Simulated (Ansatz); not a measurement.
Ansatz (an electronic-structure program) input:

Ansatz 0.2 input:
```yaml
crystal:
  lattice:
    - [-2.1068853279, 2.1068853279, 3.9756061579]
    - [2.1068853279, -2.1068853279, 3.9756061579]
    - [2.1068853279, 2.1068853279, -3.9756061579]
  atoms:
    - { symbol: Mo, position: [0.9892671412, 0.4892671412, 0.5] }
    - { symbol: Mo, position: [0.2392671412, 0.2392671412, 0.0] }
    - { symbol: Mo, position: [0.7607328588, 0.7607328588, 0.0] }
    - { symbol: Mo, position: [0.5107328588, 0.0107328588, 0.5] }
    - { symbol: N, position: [0.25, 0.75, 0.5] }
    - { symbol: N, position: [0.5, 0.5, 0.0] }
kpoints:
  mp_grid: { grid: [10, 10, 10] }
  band_path:
    path:
      - [[0.0, 0.0, 0.0], [0.0, 0.0, 0.5], [0.25, 0.25, 0.25], [0.0, 0.5, 0.0], [0.0, 0.0, 0.0], [0.5, 0.5, -0.5], [0.3202126067, 0.6797873933, -0.3202126067]]  # Γ-X-P-N-Γ-M-S
      - [[-0.3202126067, 0.3202126067, 0.3202126067], [0.0, 0.0, 0.0]]  # S_0-Γ
      - [[0.0, 0.0, 0.5], [-0.1404252134, 0.1404252134, 0.5]]  # X-R
      - [[0.5, 0.5, -0.1404252134], [0.5, 0.5, -0.5]]  # G-M
    npoints: 8
basis: { xc_grid: 2 }
hamiltonian:
  xc: pbesol
  pseudopotentials: { azcp: { folder: ./paw }, kind: paw_fr }
magnetization: { noncollinear: true, spin_orbit: true }
scf:
  n_extra_bands: 12
  convergence: { dr2_threshold: 0.0000000001 }
  occupations: { method: gaussian, width: 0.05 }
output: { eigenvalues: true }
```

Output (shortened):

```
Pseudopotential: Mo, paw, valence charge 14
Pseudopotential: N, paw, valence charge 5
Functional definition: PBEsol
non-collinear run that drives no moment, with spin-orbit …
Crystal: 6 atoms, lattice volume = 70.590 Å³
Basis set: ecut = 420 eV, 1353 PW (Γ), exchange–correlation on 72×72×72 points (8 copies of the dense FFT grid, shifted against one another)
Bands: 78, of which v1, the nominal top of the filled ones, is band 66 counted from 1 (65 counted from 0)
Symmetry: 16 space group operations + 16 with time reversal
k-points: 102 of 1000
Projection manifold: j_resolved (fully-relativistic pseudo-atomic orbitals)
SCF iter   1: F=—  HF=-20357.561333 eV  |F-HF|=—  |Δ(HF+E_count)|=         —  Δρ=1.20e-1  dr2=1.15e1  dr2_m=0.00e0 (ungated)  ethr=3.10e-3  |M|=0.00e0 ∫|m|=0.00e0 μB  |m|>n=0.0e0 m-floor=0.0e0 τ_xc=0.0e0  β_m=0.30  ⟨swp⟩=5.1  Hψ=17845  notcnv=0  defer=2
preconditioner: auto → Kerker (q_TF=auto, 2.698 Å⁻¹)
spin=Noncollinear: Kerker preconditioning applied to the charge; magnetization (m_x, m_y, m_z) channels mix plain (no charge-response kernel on spin).
SCF iter   2: F=—  HF=-20355.390984 eV  |F-HF|=—  |Δ(HF+E_count)|=    2.17e0  Δρ=7.34e-2  dr2=4.17e0  dr2_m=0.00e0 (ungated)  ethr=3.10e-3  |M|=0.00e0 ∫|m|=0.00e0 μB  |m|>n=0.0e0 m-floor=0.0e0 τ_xc=0.0e0  β_m=0.50  ⟨swp⟩=2.1  Hψ=6605  notcnv=0  defer=528
SCF iter   3: F=—  HF=-20354.108794 eV  |F-HF|=—  |Δ(HF+E_count)|=    1.28e0  Δρ=2.34e-2  dr2=3.91e-1  dr2_m=0.00e0 (ungated)  ethr=3.10e-3  |M|=0.00e0 ∫|m|=0.00e0 μB  |m|>n=0.0e0 m-floor=0.0e0 τ_xc=0.0e0  β_m=0.69  ⟨swp⟩=3.6  Hψ=7465  notcnv=0  defer=528
SCF iter   4: F=—  HF=-20354.003223 eV  |F-HF|=—  |Δ(HF+E_count)|=   1.06e-1  Δρ=4.42e-3  dr2=1.47e-2  dr2_m=0.00e0 (ungated)  ethr=5.92e-4  |M|=0.00e0 ∫|m|=0.00e0 μB  |m|>n=0.0e0 m-floor=0.0e0 τ_xc=0.0e0  β_m=0.85  ⟨swp⟩=2.3  Hψ=6112  notcnv=0  defer=510
SCF iter   5: F=—  HF=-20353.999097 eV  |F-HF|=—  |Δ(HF+E_count)|=   4.13e-3  Δρ=1.23e-3  dr2=1.68e-3  dr2_m=0.00e0 (ungated)  ethr=2.23e-5  |M|=0.00e0 ∫|m|=0.00e0 μB  |m|>n=0.0e0 m-floor=0.0e0 τ_xc=0.0e0  β_m=0.92  ⟨swp⟩=2.0  Hψ=5463  notcnv=0  defer=510
SCF iter   6: F=—  HF=-20353.998712 eV  |F-HF|=—  |Δ(HF+E_count)|=   3.85e-4  Δρ=3.27e-4  dr2=6.13e-5  dr2_m=0.00e0 (ungated)  ethr=2.54e-6  |M|=0.00e0 ∫|m|=0.00e0 μB  |m|>n=0.0e0 m-floor=0.0e0 τ_xc=0.0e0  β_m=0.96  ⟨swp⟩=2.0  Hψ=5432  notcnv=0  defer=510
SCF iter   7: F=—  HF=-20353.998692 eV  |F-HF|=—  |Δ(HF+E_count)|=   1.99e-5  Δρ=4.70e-5  dr2=1.48e-6  dr2_m=0.00e0 (ungated)  ethr=9.29e-8  |M|=0.00e0 ∫|m|=0.00e0 μB  |m|>n=0.0e0 m-floor=0.0e0 τ_xc=0.0e0  β_m=0.98  ⟨swp⟩=2.0  Hψ=5480  notcnv=0  defer=510
SCF iter   8: F=—  HF=-20353.998642 eV  |F-HF|=—  |Δ(HF+E_count)|=   4.97e-5  Δρ=8.40e-6  dr2=3.10e-8  dr2_m=0.00e0 (ungated)  ethr=2.25e-9  |M|=0.00e0 ∫|m|=0.00e0 μB  |m|>n=0.0e0 m-floor=0.0e0 τ_xc=0.0e0  β_m=0.99  ⟨swp⟩=2.2  Hψ=5810  notcnv=0  defer=510
SCF iter  10: F=-20353.998642 eV  HF=-20353.998642 eV  |F-HF|=1.46e-11  |Δ(HF+E_count)|=  6.04e-10  Δρ=2.74e-7  dr2=4.85e-11  dr2_m=0.00e0 (ungated)  ethr=1.00e-12  |M|=0.00e0 ∫|m|=0.00e0 μB  |m|>n=0.0e0 m-floor=0.0e0 τ_xc=0.0e0  ⟨swp⟩=9.0  Hψ=13720  notcnv=0
SCF 1 converged in 10 iterations: F = -20353.998642 eV  dr2 = 4.85e-11
NSCF: frozen V_eff on 76 k-points
SCF converged after 10 iterations
Magnetization: |M| = 0.0000 μB,  M = (+0.0000, +0.0000, +0.0000) μB
Absolute magnetization: 0.0000 μB (∫|m|)
  site 0: m = (+0.0000, +0.0000, +0.0000) μB, |m| = 0.0000 μB  (R = 0.86 Å)
  site 1: m = (+0.0000, +0.0000, +0.0000) μB, |m| = 0.0000 μB  (R = 0.86 Å)
  site 2: m = (+0.0000, +0.0000, +0.0000) μB, |m| = 0.0000 μB  (R = 0.86 Å)
  site 3: m = (+0.0000, +0.0000, +0.0000) μB, |m| = 0.0000 μB  (R = 0.86 Å)
  site 4: m = (+0.0000, +0.0000, +0.0000) μB, |m| = 0.0000 μB  (R = 0.86 Å)
  site 5: m = (+0.0000, +0.0000, +0.0000) μB, |m| = 0.0000 μB  (R = 0.86 Å)
Free energy (F): -20353.998642 eV
Harris-Foulkes:  -20353.998642 eV  (|F-HF|=1.46e-11)
Internal energy: -20353.993856 eV  (E = F + TS)
E sigma→0 (E₀):  -20353.996249 eV
Entropy (-TS):   -0.004786 eV (-0.798 meV/atom)
Fermi energy:    21.346047 eV
--- Per-component energies (eV) ---
  E_band       = -137.883720
  E_kinetic    = 1953.392462
  E_local      = -3265.189137  (includes V_loc(G=0)·N_el)
  E_nonlocal   = 669.885787
  E_hartree    = 1108.698578
  E_xc         = -820.728622
  E_vxc        = -1029.750823  (∫ρ·V_xc dr)
  E_paw        = -12867.494768  (= ΣΔE_a)
  E_vpaw       = -683.621281  (= ΣTr[D̂ρ^β])
  E_aug_tail   = 0.002030  (compensation charges beyond the density's cutoff)
  E_ewald      = -7133.457967
  E_core_change = 0.897780  (= ΣΔE_core)
  E_smearing   = -0.004786  (= −TS)
  E_closure    = 0.000000  (closes the sum)
  Σ components = -20353.998642   (vs F -20353.998642, Δ=0.00e0)
  [band-id]    e_kinetic+e_local+e_nonlocal+2·e_hartree+e_vxc+e_vpaw+e_augmentation_tail = -137.883805   (vs E_band -137.883720, Δ=-8.51e-5)
--- Band table (eV; the first three rows and the last of 102) ---
  k-point 0: bands = ["-40.3247", "-40.3247", "-40.1170", "-40.1170", "-40.1073", "-40.1073", "-40.0724", "-40.0724", "-16.2633", "-16.2633", "-16.1906", "-16.1906", "-16.1864", "-16.1864", "-15.7044", "-15.7044", "-14.0198", "-14.0198", "-13.7793", …
  k-point 1: bands = ["-40.3146", "-40.3146", "-40.1208", "-40.1208", "-40.1116", "-40.1116", "-40.0745", "-40.0745", "-16.2599", "-16.2599", "-16.1874", "-16.1874", "-16.1806", "-16.1806", "-15.7282", "-15.7282", "-14.0183", "-14.0183", "-13.8406", …
  k-point 2: bands = ["-40.2862", "-40.2862", "-40.1308", "-40.1308", "-40.1230", "-40.1230", "-40.0816", "-40.0816", "-16.2517", "-16.2517", "-16.1826", "-16.1826", "-16.1659", "-16.1659", "-15.7943", "-15.7943", "-14.0190", "-14.0190", "-13.8932", …
  k-point 101: bands = ["-40.2047", "-40.2047", "-40.2047", "-40.2047", "-40.1073", "-40.1073", "-40.1073", "-40.1073", "-16.2083", "-16.2083", "-16.2083", "-16.2083", "-15.9891", "-15.9891", "-15.9891", "-15.9891", "-13.9206", "-13.9206", "-13.9206", …
```

Cost: around 2.7 core-minutes (rough) on shared cores.

Space group I4_1/amd (anti-anatase). The first step of the workflow began from a Materials Project structure, measured or hypothetical; the Crystallography Open Database files this formula in space group No. 141, but the cells were not matched. Its standing as an ambient phase is unchecked. Symmetry was held in the PBEsol relaxation; of distortions, only those at the zone centre were tested, and some modes there are weakly imaginary. No spin polarisation was allowed.

Potentials: the earlier of the program's two PAW sets.

Ansatz is a plane-wave DFT program.
